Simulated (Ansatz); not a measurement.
# From three elastic constants to directional properties of GaNi

These are results of DFT PBEsol, scalar-relativistic, plane waves, PAW (Ansatz 0.2.0), not measurements. Settings: 420 eV plane-wave cutoff, Γ-centred 14×14×14 mesh, Fermi-Dirac smearing of 0.15 eV. No spin polarisation.

The cell, relaxed at this level:
```cif
data_structure
_symmetry_space_group_name_H-M 'Pm-3m'
_symmetry_Int_Tables_number 221
_cell_length_a 2.8744
_cell_length_b 2.8744
_cell_length_c 2.8744
_cell_angle_alpha 90.000
_cell_angle_beta 90.000
_cell_angle_gamma 90.000
_cell_volume 23.75
loop_
_atom_site_label
_atom_site_type_symbol
_atom_site_symmetry_multiplicity
_atom_site_Wyckoff_symbol
_atom_site_fract_x
_atom_site_fract_y
_atom_site_fract_z
_atom_site_occupancy
Ga1 Ga 1 a 0.00000 0.00000 0.00000 1
Ni1 Ni 1 b 0.50000 0.50000 0.50000 1
```

In a metal, frequencies and elastic constants depend on the k mesh and the smearing, soft modes and shear constants most. Spin polarisation was left out, and a magnetic state may lie lower.

With ions relaxed, on the cubic axes: C11 = 194.5, C12 = 164.4, C44 = 93.3 GPa. The density is 8.979 g/cm³.

Question: Is the crystal stable against strain, and how anisotropic is it?

Answer: Born's conditions hold: C11 + 2C12 = 523.4, C11 − C12 = 30.1 and C44 = 93.3 GPa are all positive. B = (C11 + 2C12)/3 = 174.5 GPa. The two shear moduli are C44 and C′ = (C11 − C12)/2 = 15.0 GPa, so Zener's ratio is A = C44/C′ = 6.20: the tetragonal shear C′ is the soft one, as in many fcc and bcc metals and zincblende crystals. The Cauchy pressure C12 − C44 is 71.1 GPa; it would vanish for pair forces between atoms on inversion centres at zero pressure, and a positive value is usual with metallic or many-body binding.

Question: Give the sound speeds along the three symmetry directions.

Answer: The Christoffel equation gives ρv² for each branch:
```csv
direction,branch,ρv²,GPa,v (m/s)
[100],L,C11,194.5,4655
[100],T (×2),C44,93.3,3224
[110],L,(C11 + C12 + 2C44)/2,272.8,5512
[110],"T, u ∥ [001]",C44,93.3,3224
[110],"T, u ∥ [1-10]",(C11 − C12)/2,15.0,1294
[111],L,(C11 + 2C12 + 4C44)/3,298.9,5770
[111],T (×2),(C11 − C12 + C44)/3,41.1,2140
```

Question: How does Young's modulus depend on direction?

Answer: Inverting gives S11 = 22.793, S12 = -10.441, S44 = 10.718 TPa⁻¹. Along a unit vector (l, m, n), 1/E = S11 − 2(S11 − S12 − S44/2)(l²m² + m²n² + n²l²), where the last bracket is 0, 1/4 and 1/3 for [100], [110] and [111]: E = 44, 113 and 238 GPa. With A > 1 the body diagonal is stiffest. For a film on (001), the biaxial modulus is C11 + C12 − 2C12²/C11 = 81 GPa and the normal strain is −2C12/C11 = -1.69 times the in-plane one.